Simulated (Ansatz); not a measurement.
Task: Name crystals whose computed values (DFT-PBEsol in the program Ansatz with PAW potentials) fall in these windows: B₀ by P(V) fit (GPa) 19 to 28; electron conductivity mass (mₑ) 0.49 to 0.68.

Result: 

```csv
crystal,B₀ by P(V) fit (GPa),electron conductivity mass (mₑ)
"CsLiWO4, I-4 (Cs on 2a, Li on 2c, W on 2b, O on 8g)",23.2,0.58
```
Others may fit too.

Standing as an ambient phase not checked: CsLiWO4, I-4 (Cs on 2a, Li on 2c, W on 2b, O on 8g). The cell was relaxed under the symmetry of its start. Rows with no word on spin ran without spin polarisation. Spin–orbit coupling is left out wherever it is not named.

Potentials: the later of the program's two PAW sets.
